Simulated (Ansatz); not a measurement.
# Computed properties of Ru$_{2}$C

Ru$_{2}$C:
```
CELL_PARAMETERS angstrom
      2.77003     0.00000     0.00000
     -1.38501     2.39892     0.00000
      0.00000     0.00000     4.96495
ATOMIC_POSITIONS crystal
  C  0.00000 0.00000 0.00000
  Ru 0.33333 0.66667 0.26630
  Ru 0.66667 0.33333 0.73370
```

Space group P-3m1 (No. 164); conventional cell a = 2.7700 Å, b = 2.7700 Å, c = 4.9650 Å, α = 90.00°, β = 90.00°, γ = 120.00°.

Method: the program Ansatz at the PBEsol level (PAW). Geometry: relaxed at this level of theory. Other levels are named where they apply.

Cell and energy:

| Property | Value |
|---|---|
| Volume per atom | 11.00 Å³ |
| Density | 10.78 g/cm³ |
| Formation energy from the elements (no fitted shifts) | 0.46 eV/atom |

Electronic structure:

| Item | Result |
|---|---|
| Electronic character | metallic (no gap) |
| Density of states at the Fermi level | 0.94 states/eV per atom (mean over ±0.08 eV) |
| Gap with spin–orbit coupling | none (metallic) |

Mechanics:

| Quantity | Value |
|---|---|
| Bulk modulus (Birch–Murnaghan fit) | 298 GPa |
| Pressure derivative B′ | 5.7 |
| Elastic constants (relaxed ions, GPa) | C11 = 392, C12 = 241, C13 = 237, C14 = 37.0, C33 = 557, C44 = 48.8 |
| Mechanical stability | stable (all eigenvalues of C positive) |
| Hill bulk and shear moduli | 304 and 60.0 GPa |
| Young's modulus | 169 GPa |
| Poisson's ratio | 0.41 |
| Debye temperature from the elastic constants | 358 K |

Phonons:

| Item | Result |
|---|---|
| Highest zone-centre frequency | 674 cm^-1 |
| Zone-centre stability | no imaginary mode at Γ |

A made-up cell: these elements were put on the sites of a structure type; neither database checked (COD, Materials Project) lists it. Its standing as an ambient phase is unchecked. The PBEsol relaxation kept the symmetry of its start. The run is not spin-polarised. As this level gives no gap, shear constants depend on the k-mesh and smearing (Fermi–Dirac, 0.1 eV here). As this level gives no gap, phonon frequencies hold no LO–TO term and depend on the k-mesh and smearing (Fermi–Dirac, 0.1 eV here). On the denser mesh and wider smearing of the elastic run this cell carries a stress of 0.7 GPa. The references are the lowest solids computed at this level, not always the standard phases. Scalar-relativistic: spin–orbit coupling is off unless named, which matters more the heavier the elements.

Potentials: the earlier of the program's two PAW sets. The files were generated under PBE; for other functionals the program regenerates the frozen cores, and for LDA and PBEsol the local potential too.
